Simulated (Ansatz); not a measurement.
YTaN3 in space group R3c (No. 161; Y on 6a, Ta on 6a, N on 18b) at seven volumes, DFT-PBE in the program Ansatz with PAW potentials, shape and atoms relaxed at each. One row is withheld.

| V (Å³/atom) | P (GPa) |
|---|---|
| 11.824 | ? |
| 12.214 | 10.93 |
| 12.603 | 5.31 |
| 12.993 | 0.00 |
| 13.383 | -4.61 |
| 13.773 | -8.56 |
| 14.163 | -11.67 |

Fit the shown pressures and predict the withheld one.

P = (3/2)B₀(x^(7/2) − x^(5/2))[1 + (3/4)(B′ − 4)(x − 1)] with x = (V₀/V)^(2/3). Least squares on the six rows gives V₀ = 12.990 Å³/atom, B₀ = 160 GPa, B′ = 3.66. At V = 11.824, x = 1.0647 and P = 17.87 GPa. The run itself gave 17.66 GPa.

The start of the workflow was typed in or built on a structure type; neither database checked (COD, Materials Project) lists it. Its standing as an ambient phase is unchecked. The PBE relaxation kept the symmetry of its start; whether a distortion lowers the energy is not shown. The run is not spin-polarised. Spin–orbit coupling is left out wherever it is not named.

Potentials: the earlier of the program's two PAW sets.
